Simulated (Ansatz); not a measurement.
**How much do the gradients of TiO2 with phosphorus replacing Ti depend on the method?**

Cell: a supercell of TiO2 (rutile type, P4_2/mnm) built from a COD entry, with the ions relaxed around the defect (PBE).

```cif
data_Ti11PO24
_symmetry_space_group_name_H-M 'Pmmm'
_symmetry_Int_Tables_number 47
_cell_length_a 6.4944
_cell_length_b 6.4944
_cell_length_c 8.8722
_cell_angle_alpha 90.000
_cell_angle_beta 90.000
_cell_angle_gamma 90.000
loop_
_atom_site_label
_atom_site_type_symbol
_atom_site_symmetry_multiplicity
_atom_site_Wyckoff_symbol
_atom_site_fract_x
_atom_site_fract_y
_atom_site_fract_z
P P 1 a 0.0000 0.0000 0.0000
Ti2 Ti 2 q 0.0000 0.0000 0.3321
Ti4 Ti 1 f 0.5000 0.5000 0.0000
Ti5 Ti 2 t 0.5000 0.5000 0.3325
Ti7 Ti 2 s 0.5000 0.0000 0.1658
Ti8 Ti 1 d 0.5000 0.0000 0.5000
Ti10 Ti 2 r 0.0000 0.5000 0.1622
Ti11 Ti 1 g 0.0000 0.5000 0.5000
O13 O 2 i 0.2888 0.0000 0.0000
O14 O 4 w 0.3028 0.0000 0.3317
O16 O 2 k 0.8041 0.5000 0.0000
O17 O 4 x 0.8073 0.5000 0.3299
O19 O 4 v 0.5000 0.3039 0.1665
O20 O 2 p 0.5000 0.3039 0.5000
O22 O 4 u 0.0000 0.8210 0.1429
O23 O 2 n 0.0000 0.8063 0.5000
```

One atom of each set is listed.

First run. Method: Kohn–Sham DFT in Ansatz, PBE, plane waves and PAW, scalar-relativistic, 420 eV cutoff, Γ-centred 3×3×2 k-points, Fermi–Dirac smearing 0.01 eV, cell charge +1.

```
site  V_zz (10²¹ V/m²)     η
   P              4.45  0.05
 Ti2              4.79  0.11
 Ti5             -2.53  0.57
 Ti7             -0.64  0.30
 Ti8              1.44  0.69
Ti11             -2.93  0.20
 O13             10.06  0.40
 O14              2.53  0.99
 O16              2.29  0.70
 O17              1.82  0.40
 O19             -2.30  1.00
 O20              2.11  0.82
 O22             10.06  0.60
 O23             -3.29  0.38
```

Second run. The same atoms and settings, except that the functional is r2SCAN and the cutoff is 500 eV.

Task: Given the first result, estimate the second.

Result: 

```
site   V_zz     η  change of V_zz
   P   4.74  0.03           +0.29
 Ti2   4.64  0.12           -0.15
 Ti5  -2.58  0.58           -0.05
 Ti7  -0.59  0.42           +0.05
 Ti8   1.45  0.79           +0.01
Ti11  -2.97  0.17           -0.04
 O13  10.37  0.43           +0.31
 O14  -2.77  0.91               –
 O16   2.41  0.88           +0.12
 O17   1.87  0.60           +0.05
 O19  -2.59  0.86           -0.29
 O20   2.21  0.97           +0.10
 O22  10.47  0.61           +0.41
 O23  -3.61  0.29           -0.32
```

The largest change of V_zz along a kept axis is on O22, from 10.06 to 10.47. In per cent, |V_zz| changes by +7 on P, -8 to +2 on Ti, +3 to +13 on O (all sites that start above 0.5, bar those whose gradient vanishes or changes sign or whose main axis turns by over 40°). Where |V_zz| stays above 0.1 and the axes keep their order, η moves most on O17, from 0.40 to 0.60. On O14 the largest principal value lies along another axis in the second run, so the two V_zz can't be compared directly. The table leaves out 2 of the 16 sites, with |V_zz| up to 7.23; their tensors move by 0.05 at most along any direction. The statements above cover all sites.

The defect repeats with the cell of 36 atoms, so it feels its images: sites between two images don't show the values beside a lone defect, and zeros or small values of η there can come from the images' arrangement. O and Ti carry a gradient in the pure host already, so the values there aren't the defect's effect alone. The relaxation keeps the site symmetry mmm of the start, so the impurity can't leave its site; a start off the site could end lower. A uniform background compensates the cell's charge.
